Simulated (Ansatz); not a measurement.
HfC (rock salt, space group No. 225), a = b = c = 4.6512 Å, α = β = γ = 90.00°; the cell used has 2 atoms.

Relaxed with PBE.

Problem. Decompose the optical modes at the zone centre into irreducible representations, and say which are infrared and Raman allowed.

Solution. Point group m-3m: Γ_opt = T1u. Infrared: T1u. Raman: none.

Problem. Assign frequencies (DFPT, DFT-PBE in the program Ansatz with PAW potentials).

Solution. T1u 430 cm⁻¹.

Space group Fm-3m (rock salt). The PBE relaxation kept the symmetry of its start; of distortions, only those at the zone centre were tested. The run is not spin-polarised. As this level gives no gap, phonon frequencies hold no LO–TO term and depend on the k-mesh and smearing (Fermi–Dirac, 0.1 eV here). Scalar-relativistic: spin–orbit coupling is off unless named, which matters more the heavier the elements.

Potentials: the later of the program's two PAW sets.
